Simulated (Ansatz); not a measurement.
AlV₂C in space group P6_3/mmc (No. 194; Al on 2c, V on 4f, C on 2a) under volume change, DFT-PBEsol in the program Ansatz with PAW potentials, shape and atoms relaxed at each volume.

```csv
V (Å³/atom),E − E(relaxed) (meV/atom),P (GPa)
10.630,64.9,21.46
10.980,27.2,13.17
11.331,6.4,6.06
11.681,0.0,0.01
12.031,[?],[?]
12.382,[?],[?]
12.732,46.8,-13.18
```

**Question.** Complete the blanks.

**Answer.** 
- 12.382, E − E(relaxed) (meV/atom): 21.9
- 12.382, P (GPa): -9.49
- 12.031, E − E(relaxed) (meV/atom): 5.7
- 12.031, P (GPa): -5.12

**Question.** What does a third-order Birch–Murnaghan fit give for V₀, B₀ and B′?

**Answer.** V₀ = 11.68 Å³/atom, B₀ = 185 GPa, B′ = 4.4.

The cell was relaxed with PBEsol under the symmetry of its start; of distortions, only those at the zone centre were tested. No spin polarisation was allowed.

Potentials: the later of the program's two PAW sets.
